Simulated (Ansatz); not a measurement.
Relaxed AlN (zinc blende):

```
AlN
1.0
    0.00000     4.36954     4.36954
    2.18477     2.18477     4.36954
    2.18477     2.18477     0.00000
N Al
2 2
Direct
  0.00000   0.75000   0.75000
  0.50000   0.75000   0.75000
  0.00000   0.00000   0.00000
  0.50000   0.00000   0.00000
```

A phonon eigenvector at X = (0.5, 0.5, 0.0) is frozen into this cell: atom i moves by Q times the vector below, so Q is the largest atomic displacement, in Å. The cell is held. (q is in reciprocal vectors of the primitive cell; the cell shown is doubled to hold the pattern.)

| atom | x | y | z |
|---|---|---|---|
| N1 | 0.000 | 0.000 | 1.000 |
| N2 | 0.000 | 0.000 | -1.000 |

Atoms not listed stay in place.

These are r2SCAN (plane waves to 500 eV, PAW, scalar-relativistic; Ansatz, a first-principles code) values and carry that method's errors. k mesh 13×13×13 (Γ-centred), Fermi-Dirac smearing 0.05 eV. E stands for the smeared free energy. AlN was relaxed with its symmetry unable to fall. The PAW data are Ansatz's earlier set. ΔE is measured from the undisplaced structure.

```tsv
Q (Å)	ΔE (meV/cell)
-0.180	875
-0.120	391
-0.060	98
0.000	0
0.060	98
0.120	391
0.180	875
```

Which DFPT wavenumber at X = (0.5, 0.5, 0.0) belongs to this mode?
(A) 728 cm⁻¹
(B) 350 cm⁻¹
(C) 597 cm⁻¹

A, 728 cm⁻¹. The curvature of the scan gives 728 cm⁻¹

(A displaced cell: forces are minus the slopes of the energy, force constants its curvatures, and phonons follow from these.)
